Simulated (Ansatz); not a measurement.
Relaxation of a relaxed TiAl3 cell stretched uniformly to 150 % of its volume; 4 atoms in the cell, which starts as I4/mmm (No. 139), tI8; a = b = 4.3686 Å, c = 9.7880 Å, α = β = γ = 90.00°. Calculation: PBEsol (plane waves to 420 eV, PAW, scalar-relativistic; Ansatz, a program for electronic structure). Γ-centred k-mesh 11×11×11 on the run's cell (coarser than for final values), Fermi–Dirac smearing 0.05 eV. This is the first round of the run. 

The optimiser's lines from the output (shortened; P is positive under compression):

```
relax step   1: F+E_penalty+E_count = -4046.50057014 eV  Δ(F+E_penalty+E_count) = +0.000e0 eV  max|allowed force component| = 3.036e-18 eV/Å  Δτ_max = 0.0000 Å  P = -19.085 GPa  Ω = 93.400 Å³  (6 SCF iters, dr2 threshold 1.00e-7 eV, accepted)
relax step   2: F+E_penalty+E_count = -4047.95300335 eV  Δ(F+E_penalty+E_count) = -1.452e0 eV  max|allowed force component| = 9.541e-18 eV/Å  Δτ_max = 0.0000 Å  P = -16.819 GPa  Ω = 80.701 Å³  (6 SCF iters, dr2 threshold 4.00e-7 eV, accepted)
relax step   3: F+E_penalty+E_count = -4048.96116197 eV  Δ(F+E_penalty+E_count) = -1.008e0 eV  max|allowed force component| = 3.036e-18 eV/Å  Δτ_max = 0.0000 Å  P = -9.125 GPa  Ω = 68.886 Å³  (6 SCF iters, dr2 threshold 4.00e-7 eV, accepted)
relax step   4: F+E_penalty+E_count = -4049.12665767 eV  Δ(F+E_penalty+E_count) = -1.655e-1 eV  max|allowed force component| = 1.041e-17 eV/Å  Δτ_max = 0.0000 Å  P = +5.192 GPa  Ω = 59.666 Å³  (6 SCF iters, dr2 threshold 4.00e-7 eV, accepted)
relax step   5: F+E_penalty+E_count = -4049.16765727 eV  Δ(F+E_penalty+E_count) = -4.100e-2 eV  max|allowed force component| = 6.939e-18 eV/Å  Δτ_max = 0.0000 Å  P = +0.011 GPa  Ω = 62.277 Å³  (6 SCF iters, dr2 threshold 4.00e-7 eV, accepted)
relax step   6: F+E_penalty+E_count = -4049.16775121 eV  Δ(F+E_penalty+E_count) = -9.394e-5 eV  max|allowed force component| = 6.939e-18 eV/Å  Δτ_max = 0.0000 Å  P = -0.002 GPa  Ω = 62.280 Å³  (6 SCF iters, dr2 threshold 1.40e-7 eV, accepted)
relax step   7: F+E_penalty+E_count = -4049.16588745 eV  Δ(F+E_penalty+E_count) = +1.864e-3 eV  max|allowed force component| = 1.301e-17 eV/Å  Δτ_max = 0.0000 Å  P = -0.029 GPa  Ω = 62.280 Å³  stress off target by 3.01e-2 GPa  SCF on the basis re-selected at this cell (its energy is not comparable with the rows above)  (6 SCF iters)
relax step   8: F+E_penalty+E_count = -4049.16589392 eV  Δ(F+E_penalty+E_count) = -6.469e-6 eV  max|allowed force component| = 1.301e-18 eV/Å  Δτ_max = 0.0000 Å  P = -0.000 GPa  Ω = 62.264 Å³  (7 SCF iters, dr2 threshold 2.26e-9 eV, accepted)
relax step   9: F+E_penalty+E_count = -4049.16588872 eV  Δ(F+E_penalty+E_count) = +5.208e-6 eV  max|allowed force component| = 1.041e-17 eV/Å  Δτ_max = 0.0000 Å  P = -0.000 GPa  Ω = 62.264 Å³  stress off target by 4.41e-4 GPa  SCF on the basis re-selected at this cell (its energy is not comparable with the rows above)  (7 SCF iters)
```

From the first to the last row the energy changes by -0.67 eV/atom and the volume by -33.3 %. The last row is marked as not comparable with the walk above it, whose basis was carried along; it does compare with step 1, since both stand on a basis selected at the nominal cutoff for their own cell.

Later rounds, restarted from the end of this one on a renewed k-mesh, logged 7 more steps and released under 0.01 eV/atom more. The final structure after all rounds: I4/mmm (No. 139), tI8, AFLOW prototype A3B_tI8_139_bd_a (D0_22, as in TiAl3); a = 3.816 Å, b = 3.816 Å, c = 8.551 Å, α = 90.00°, β = 90.00°, γ = 90.00°. Between re-selections the logged energies stand on a plane-wave basis carried along with the cell. No spin polarisation in the result.

The run could not lose the symmetry of its start.

All atoms sit on sites fixed by symmetry, so only the cell could relax.
